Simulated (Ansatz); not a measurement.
Rb$_{3}$Ge$_{2}$Mo$_{3}$: settings compared (Ansatz)

Launch command:

```bash
ansatz run input.yaml --threads 1 --pin off --max-ram 2560MiB --backend cpu --events-out ev --progress --plain --runs-dir out
```

The input file (Ansatz 0.2.0, plane waves):

```yaml
crystal:
  lattice:
    - [3.128649, 5.418977, 0.0]
    - [-3.128649, 5.418977, 0.0]
    - [-3.128649, 1.806323, 7.021615]
  atoms:
    - { symbol: Rb, position: [0.5, 0.0, 0.5] }
    - { symbol: Rb, position: [0.0813, 0.8374, 0.2439] }
    - { symbol: Rb, position: [0.9187, 0.1626, 0.7561] }
    - { symbol: Mo, position: [0.5, 0.5, 0.0] }
    - { symbol: Mo, position: [0.0, 0.5, 0.0] }
    - { symbol: Mo, position: [0.5, 0.0, 0.0] }
    - { symbol: Ge, position: [0.2471, 0.5058, 0.7413] }
    - { symbol: Ge, position: [0.7529, 0.4942, 0.2587] }
  symmetry: { tolerance: 0.0003 }
kpoints:
  mp_grid: { grid: [4, 4, 4], shift: [0, 0, 0] }
magnetization:
  spin_polarized: false
scf:
  occupations: { method: fermi_dirac, width: 0.018 }
hamiltonian:
  pseudopotentials: { kind: paw }
  xc: r2scan
basis:
  ecutwfc: 500
output:
  forces: true
  stress: true
  eigenvalues: true
```

Origin of the cell: a known structure type with other elements, at an estimated volume, so it need not be a known compound.

Output of this run (shortened):

```
Warning: crystal.lattice misses the space group found at crystal.symmetry.tolerance 3.0e-4 in a digit that the deck types, which is why this is a warning: making the lattice exact moves one o […]
Pseudopotentials: kind: paw
Pseudopotential: Rb, paw, valence charge 9, recommended cutoff 500 eV (meta_gga), Rb.paw.azcp
Pseudopotential: Mo, paw, valence charge 14, recommended cutoff 500 eV (meta_gga), Mo.paw.azcp
Pseudopotential: Ge, paw, valence charge 14, recommended cutoff 500 eV (meta_gga), Ge.paw.azcp
Functional definition: r2SCAN
  exchange = r2scan_x(k0 = k0, k1 = k1, a1 = a1)
  correlation = r2scan_c
Crystal: 8 atoms, lattice volume = 238.090 Å³
Basis set: ecut = 500 eV, 6049 PW (Γ), exchange–correlation on 192×192×240 points (64 copies of the dense FFT grid, shifted against one another)
Bands: 59, of which v1, the nominal top of the filled ones, is band 49 counted from 1 (48 counted from 0)
[… 12 lines left out …]
Initial density: superposition of atomic densities (neutral atoms: chi_scale 0, normalization atom), corrected by the library's trained network
Functional: x = r2scan, c = r2scan; τ floored in thin density (d = 2e-4 eV/Å³)
SCF iter   1: F=—  HF=-33335.242912 eV  Δρ=1.03e-2  dr2=5.18e-1  dr2_τ=8.05e-2
SCF iter   2: F=—  HF=-33335.256937 eV  Δρ=4.98e-3  dr2=7.49e-2  dr2_τ=2.18e-2  defer=32
SCF iter   3: F=—  HF=-33335.246547 eV  Δρ=2.29e-3  dr2=2.00e-2  dr2_τ=4.53e-4  defer=32
SCF iter   4: F=—  HF=-33335.242605 eV  Δρ=8.41e-4  dr2=3.11e-3  dr2_τ=5.58e-5  defer=21
SCF iter   5: F=—  HF=-33335.242473 eV  Δρ=1.90e-4  dr2=8.21e-5  dr2_τ=5.27e-6  defer=29
SCF iter   6: F=—  HF=-33335.242443 eV  Δρ=4.99e-5  dr2=5.61e-6  dr2_τ=2.22e-7  defer=29
SCF iter   7: F=—  HF=-33335.242447 eV  Δρ=1.55e-5  dr2=1.10e-6  dr2_τ=3.18e-8  defer=29
SCF iter   8: F=-33335.242447 eV  HF=-33335.242447 eV  Δρ=4.50e-6  dr2=5.25e-8  dr2_τ=2.95e-9
SCF 1 converged in 8 iterations: F = -33335.242447 eV  dr2 = 5.25e-8
SCF converged after 8 iterations
Free energy (F): -33335.242447 eV
Harris-Foulkes:  -33335.242447 eV  (|F-HF|=1.49e-9)
Internal energy: -33335.233263 eV  (E = F + TS)
E sigma→0 (E₀):  -33335.237855 eV
Entropy (-TS):   -0.009184 eV (-1.148 meV/atom)
Fermi energy:    7.846592 eV
--- Per-component energies (eV) ---
  E_band       = -1189.062785
  E_kinetic    = 2109.325055
  E_local      = -12284.978809  (includes V_loc(G=0)·N_el)
  E_nonlocal   = 1788.817759
  E_hartree    = 4825.689657
  E_xc         = -1037.891796
  E_vxc        = -1342.580031  (∫ρ·V_xc dr)
  E_paw        = -21622.562901  (= ΣΔE_a)
  E_vpaw       = -1193.602981  (= ΣTr[D̂ρ^β])
  E_aug_tail   = 0.000043  (compensation charges beyond the density's cutoff)
  E_vtau       = 82.563250  (kinetic-family band-sum trace: ∫τ·v_τ [+ j·A + Jᵃ·Aᵃ] dr)
  E_ewald      = -7110.356344
  E_core_change = -3.275925  (= ΣΔE_core)
  E_smearing   = -0.009184  (= −TS)
  Σ components = -33335.242447   (vs F -33335.242447, Δ=0.00e0)
--- Forces (eV/Å), atoms counted from 1 ---
  atom   1  Rb     0.000000     0.000000     0.000000
[… 2 lines left out …]
  atom   4  Mo    -0.000000     0.000000     0.000000
  atom   5  Mo     0.000000     0.000000     0.000000
  atom   6  Mo    -0.000000     0.000000    -0.000000
  atom   7  Ge    -0.000000    -0.000000     0.338631
  atom   8  Ge     0.000000     0.000000    -0.338631
  max |Σ_I F_I| component: 3.76e-17 eV/Å
--- Stress (GPa, compression-positive) ---
       -6.642042      -0.000000      -0.000000
       -0.000000      -6.642042      -0.000002
       -0.000000      -0.000002       3.329839
  P = ⅓ Tr σ = -3.3181 GPa (-33.181 kbar)
```

The same input was run again with these changes:

1. `hamiltonian.hubbard` default → { sites: [{ species: Mo, l: d, u_eff: 3.0 }], double_counting: amf }
2. `hamiltonian.xc` r2scan → pbesol
3. `scf.algorithm` default → direct_min
4. `basis.xc_grid` default → 2; `scf.lower_state_search` default → "off"

```csv
run,end,SCF iterations,P (GPa),max force component (eV/Å),moment (μB),ΔE(σ→0) (meV/atom)
base,converged,8,-3.32,0.812,–,0
1,converged,22,0.27,0.790,–,–
2,converged,8,-4.65,0.676,–,–
3,converged,7,-3.32,0.812,–,0.00
4,converged,8,-3.32,0.812,–,0.00
```

Energies are compared only where functional, datasets, charge and starting cell are the same.

Caveats of the base run: no moments, though an odd count or open d shells may carry them; the k mesh is coarse if the cell is a metal.

The base run took 33 s on 1 thread of Arm Neoverse V1 (shared host), peak memory 1.1 GiB, from the program's own first density.
